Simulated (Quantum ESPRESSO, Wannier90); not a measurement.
# CdHgSe₂ (R3m), plane waves to Wannier functions

Structure: Materials Project mp-1226733, symmetrised, not relaxed again. Not found in the COD (Crystallography Open Database) copy used; not checked further. Computed values, not measurements, from LDA: Quantum ESPRESSO (norm-conserving PseudoDojo potentials, cutoff 82 Ry, no spin polarisation, no spin-orbit coupling) on a Γ-centred 6×6×6 mesh, then Wannier90. Density: 8×8×8 mesh, Gaussian smearing 0.01 Ry. Spin-orbit coupling is left out although heavy elements are present.

On the energy scale of pw.x, whose zero is arbitrary, the Fermi level lies at 7.59 eV.

Input w.win:

```
num_bands = 2
num_wann = 2
exclude_bands = 1-18,21-58
num_iter = 1000
conv_tol = 1.0e-6
conv_window = 4
write_hr = true
write_u_matrices = true
auto_projections = true
begin unit_cell_cart
ang
   -2.1812999076    3.7781222666    0.0000000000
   -4.3625998153    0.0000000000    0.0000000000
   -2.1812999076    1.2593740889    7.1166330000
end unit_cell_cart
begin atoms_frac
Cd   0.4996700000  0.4996700000 -0.4990100000
Hg   0.0001470000  0.0001470000 -0.0004410000
Se   0.1257970000  0.1257970000 -0.3773910000
Se  -0.3756000000 -0.3756000000  0.1268000000
end atoms_frac
mp_grid = 6 6 6
begin kpoints
0.0000000000 0.0000000000 0.0000000000
0.0000000000 0.0000000000 0.1666666667
0.0000000000 0.0000000000 0.3333333333
... (213 more lines: the 6x6x6 mesh through Gamma)
end kpoints
```

Input of pw2wannier90.x that gives the overlap and projection files (equivalent; here they were cut from one run over all bands):

```
&inputpp
  outdir = './out'
  prefix = 'pwscf'
  seedname = 'w'
  write_amn = .true.
  write_mmn = .true.
  atom_proj = .true.
  atom_proj_exclude = 1 2 3 4 5 6 7 8 9 10 11 12 13 14 15 16 17 18 19 20 21 22 23 24 25 27 28 29 30 31 32 33 34 36 37 38
/
```

Output w.wout (banner and timings cut):

```
                                    ------
                                    SYSTEM
                                    ------

                              Lattice Vectors (Ang)
                    a_1    -2.181300   3.778122   0.000000
                    a_2    -4.362600   0.000000   0.000000
                    a_3    -2.181300   1.259374   7.116633

                   Unit Cell Volume:     117.29944  (Ang^3)

                        Reciprocal-Space Vectors (Ang^-1)
                    b_1     0.000000   1.663044  -0.294296
                    b_2    -1.440239  -0.831522  -0.294296
                    b_3     0.000000   0.000000   0.882887

 *----------------------------------------------------------------------------*
 |   Site       Fractional Coordinate          Cartesian Coordinate (Ang)     |
 +----------------------------------------------------------------------------+
 | cd   1   0.49967   0.49967  -0.49901   |   -2.18130   1.25937  -3.55127    |
 | hg   1   0.00015   0.00015  -0.00044   |   -0.00000  -0.00000  -0.00314    |
 | se   1   0.12580   0.12580  -0.37739   |   -0.00000  -0.00000  -2.68575    |
 | se   2  -0.37560  -0.37560   0.12680   |    2.18130  -1.25937   0.90239    |
 *----------------------------------------------------------------------------*
                                ------------
                                K-POINT GRID
                                ------------

             Grid size =  6 x  6 x  6      Total points =  216

 *---------------------------------- MAIN ------------------------------------*
 |  Number of Wannier Functions               :                 2             |
 |  Number of Objective Wannier Functions     :                 2             |
 |  Number of input Bloch states              :                 2             |
 |  Output verbosity (1=low, 5=high)          :                 1             |
 |  Timing Level (1=low, 5=high)              :                 1             |
 |  Optimisation (0=memory, 3=speed)          :                 3             |
 |  Length Unit                               :               Ang             |
 |  Post-processing setup (write *.nnkp)      :                 F             |
 |  Using Gamma-only branch of algorithms     :                 F             |
 *----------------------------------------------------------------------------*
 *------------------------------- WANNIERISE ---------------------------------*
 |  Total number of iterations                :              1000             |
 |  Number of CG steps before reset           :                 5             |
 |  Trial step length for line search         :             2.000             |
 |  Convergence tolerence                     :         0.100E-05             |
 |  Convergence window                        :                 4             |
 |  Iterations between writing output         :                 1             |
 |  Iterations between backing up to disk     :               100             |
 |  Write r^2_nm to file                      :                 F             |
 |  Write xyz WF centres to file              :                 F             |
 |  Write on-site energies <0n|H|0n> to file  :                 F             |
 |  Use guiding centre to control phases      :                 F             |
 |  Use phases for initial projections        :                 F             |
 *----------------------------------------------------------------------------*
 *-------------------------------- PLOTTING ----------------------------------*
 |  Plotting Hamiltonian in WF basis          :                 T             |
 *----------------------------------------------------------------------------*

 *---------------------------------- K-MESH ----------------------------------*
 +----------------------------------------------------------------------------+
 |                    Distance to Nearest-Neighbour Shells                    |
 |                    ------------------------------------                    |
 |          Shell             Distance (Ang^-1)          Multiplicity         |
 |          -----             -----------------          ------------         |
 |             1                   0.147148                      2            |
 |             2                   0.281481                      6            |
 |             3                   0.294022                      6            |
 |             4                   0.294296                      2            |
 |             5                   0.339586                      6            |
 |             6                   0.370096                      6            |
 |             7                   0.441261                      6            |
 |             8                   0.441444                      2            |
       ... (lines left out)
 +----------------------------------------------------------------------------+
 | The b-vectors are chosen automatically                                     |
 | The following shells are used:                       1,  2                 |
 +----------------------------------------------------------------------------+
 |                        Shell   # Nearest-Neighbours                        |
 |                        -----   --------------------                        |
 |                          1               2                                 |
 |                          2               6                                 |
 +----------------------------------------------------------------------------+
 | Completeness relation is fully satisfied [Eq. (B1), PRB 56, 12847 (1997)]  |
 +----------------------------------------------------------------------------+
 |                  b_k Vectors (Ang^-1) and Weights (Ang^2)                  |
 |                  ----------------------------------------                  |
 |            No.         b_k(x)      b_k(y)      b_k(z)        w_b           |
 |            ---        --------------------------------     --------        |
 |             1         0.000000    0.000000    0.147148    21.645739        |
 |             2         0.000000    0.000000   -0.147148    21.645739        |
 |             3        -0.240040   -0.138587   -0.049049     4.338839        |
 |             4         0.000000    0.277174   -0.049049     4.338839        |
 |             5        -0.240040    0.138587    0.049049     4.338839        |
 |             6         0.240040    0.138587    0.049049     4.338839        |
 |             7         0.000000   -0.277174    0.049049     4.338839        |
 |             8         0.240040   -0.138587   -0.049049     4.338839        |
 +----------------------------------------------------------------------------+
 |                           b_k Directions (Ang^-1)                          |
 |                           -----------------------                          |
 |            No.           x           y           z                         |
 |            ---        --------------------------------                     |
 |             1         0.000000    0.000000    0.147148                     |
 |             2        -0.240040   -0.138587   -0.049049                     |
 |             3         0.000000    0.277174   -0.049049                     |
 |             4        -0.240040    0.138587    0.049049                     |
 +----------------------------------------------------------------------------+

 Starting a new Wannier90 calculation ...

 Reading overlaps from w.mmn

 Reading projections from w.amn

 *------------------------------- WANNIERISE ---------------------------------*
 +--------------------------------------------------------------------+<-- CONV
 | Iter  Delta Spread     RMS Gradient      Spread (Ang^2)            |<-- CONV
 +--------------------------------------------------------------------+<-- CONV

 ------------------------------------------------------------------------------
 Initial State
  WF centre and spread    1  (  0.000000, -0.000000, -2.688189 )     1.39343767
  WF centre and spread    2  (  2.181300, -1.259374,  0.902345 )     1.37414522
  Sum of centres and spreads (  2.181300, -1.259374, -1.785844 )     2.76758289

      0     0.277E+01     0.0000000000        2.7675828848  <-- CONV
        O_D=      0.0001955 O_OD=      0.0002558 O_TOT=      2.7675829 <-- SPRD
 ------------------------------------------------------------------------------
      1    -0.216E-05     0.0013951635        2.7675807213  <-- CONV
        O_D=      0.0001943 O_OD=      0.0002548 O_TOT=      2.7675807 <-- SPRD
      2    -0.349E-07     0.0001900005        2.7675806863  <-- CONV
        O_D=      0.0001943 O_OD=      0.0002547 O_TOT=      2.7675807 <-- SPRD
      3    -0.669E-08     0.0000802888        2.7675806796  <-- CONV
        O_D=      0.0001943 O_OD=      0.0002547 O_TOT=      2.7675807 <-- SPRD
      4    -0.258E-08     0.0000698456        2.7675806771  <-- CONV
        O_D=      0.0001943 O_OD=      0.0002547 O_TOT=      2.7675807 <-- SPRD
      5    -0.133E-08     0.0000487531        2.7675806757  <-- CONV
        O_D=      0.0001943 O_OD=      0.0002547 O_TOT=      2.7675807 <-- SPRD
             <<<     Delta < 1.000E-06  over  4 iterations     >>>
             <<< Wannierisation convergence criteria satisfied >>>
 Final State
  WF centre and spread    1  (  0.000000, -0.000000, -2.688189 )     1.39343900
  WF centre and spread    2  (  2.181300, -1.259374,  0.902345 )     1.37414168
  Sum of centres and spreads (  2.181300, -1.259374, -1.785844 )     2.76758068

         Spreads (Ang^2)       Omega I      =     2.767131621
        ================       Omega D      =     0.000194323
                               Omega OD     =     0.000254732
    Final Spread (Ang^2)       Omega Total  =     2.767580676
```
